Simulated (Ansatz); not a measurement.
KI (rock salt), relaxed with LDA (Ansatz, a quantum-chemistry and plane-wave program, plane waves, PAW): a = b = c = 6.817 Å, α = β = γ = 90.00°.

| Item | Value |
|---|---|
| gap (eV) | 3.87 |
| ΔH_f (eV/atom) | -1.49 |
| B₀ by P(V) fit (GPa) | 16.0 |
| K_Hill (GPa) | 16.0 |
| G_Hill (GPa) | 7.4 |
| ε∞ | 3.12 |
| ε0 | 5.05 |
| highest Γ mode, no LO–TO term (cm⁻¹) | 115 |
| electron conductivity mass (mₑ) | 0.30 |
| Θ_D (K) | 142 |

### Question
The same phase is relaxed and computed with PBE in the same code. What are the cell and these values now?

### Answer
a = b = c = 7.182 Å, α = β = γ = 90.00°.

gap (eV): 3.86
ΔH_f (eV/atom): -1.50
B₀ by P(V) fit (GPa): 10.6
K_Hill (GPa): 10.6
G_Hill (GPa): 5.7
ε∞: 2.80
ε0: 5.88
highest Γ mode, no LO–TO term (cm⁻¹): 88
electron conductivity mass (mₑ): 0.34
Θ_D (K): 127

All cells were relaxed under the symmetry of their starts (and spin orders); stability against distortions was not tested throughout. Scalar-relativistic: spin–orbit coupling is off unless named, which matters more the heavier the elements.

Potentials: the later of the program's two PAW sets.

Ansatz is a plane-wave DFT program.

Formation energies count from the lowest solids of the elements computed at the same level, not from gases.
